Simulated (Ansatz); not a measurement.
## Data sheet: BaC2 (DFT)

BaC2:
```yaml
crystal:
  lattice:
    - [2.60052, 1.50141, 2.47287]
    - [-2.60052, 1.50141, 2.47287]
    - [0.00000, -3.00282, 2.47287]
  atoms:
    - { symbol: Ba, position: [0.00000, 0.00000, 0.00000] }
    - { symbol: C, position: [0.58473, 0.58473, 0.58473] }
    - { symbol: C, position: [0.41527, 0.41527, 0.41527] }
```

Space group R-3m (No. 166); conventional cell a = b = 5.2010 Å, c = 7.4186 Å, α = β = 90.00°, γ = 120.00°.

Method: DFT-r²SCAN in the program Ansatz with PAW potentials. The cell and atoms are relaxed at this level. Other levels are named where they apply.

**Cell and energy**

```yaml
volume_per_atom: 19.31 Å³
density: 4.62 g/cm³
Formation energy from the elements (no fitted shifts): -0.027 eV/atom
```

**Electronic structure**

```yaml
band_gap: 1.79 eV (indirect)
valence_band_maximum: at T
conduction_band_minimum: at Γ
smallest_direct_gap_on_the_standard_path: 2.58 eV
Electron effective mass, band 1 of 2 at the edge: 0.73 along x, 0.39 along z (mₑ)
Electron effective mass, band 2 of 2 at the edge: 0.34 along x, 0.39 along z (mₑ)
Electron effective mass with spin–orbit coupling: 0.39, 0.48, 0.48 mₑ (principal values)
Weight of the conduction-edge state by species (Voronoi cells): C 52 %, Ba 48 %
hole_effective_mass: 0.48, 7.1, 7.1 mₑ (principal values)
Hole effective mass with spin–orbit coupling: 0.48, 7.2, 7.2 mₑ (principal values)
Weight of the valence-edge state by species (Voronoi cells): C 94 %, Ba 6 %
HSE06 gap on the r²SCAN cell: 2.63 eV
Gap with spin–orbit coupling: 1.79 eV
```

**Mechanics**

```yaml
Bulk modulus (Birch–Murnaghan fit): 49.9 GPa
Pressure derivative B′: 4.4
Elastic constants (relaxed ions, GPa): C11 = 79.1, C12 = 29.5, C13 = 32.8, C14 = 7.6, C33 = 120, C44 = 21.3
mechanical_stability: stable (all eigenvalues of C positive)
hill_bulk_and_shear_moduli: 51.1 and 24.0 GPa
Young's modulus: 62.2 GPa
Poisson's ratio: 0.30
debye_temperature_from_the_elastic_constants: 282 K
```

**Dielectric response**

```yaml
Electronic dielectric constant ε∞ (DFPT): 4.06 (xx = yy), 4.82 (zz)
Static dielectric constant ε0 (ions relaxed, cell fixed): 16.6 (xx = yy), 16.0 (zz)
Born charges (a third of the trace): Ba +2.70, C -1.35 e
```

**Phonons**

```yaml
Highest zone-centre frequency (without LO–TO term): 232.1 meV
zone_centre_stability: no imaginary mode at Γ
dynamical_stability_on_the_path: stable (no imaginary branch)
zero_point_energy: 67.8 meV/atom
Vibrational entropy at 300 K: 30.4 J/(K·mol of atoms)
```

The workflow started from a Materials Project entry (that database holds measured and hypothetical structures alike); the Crystallography Open Database copy checked does not list it. Whether it is the stable phase at ambient conditions was not checked. The cell was relaxed with r²SCAN under the symmetry of its start. The references are the lowest solids computed at this level, not always the standard phases. Spin–orbit coupling is left out wherever it is not named.

Potentials: the later of the program's two PAW sets.
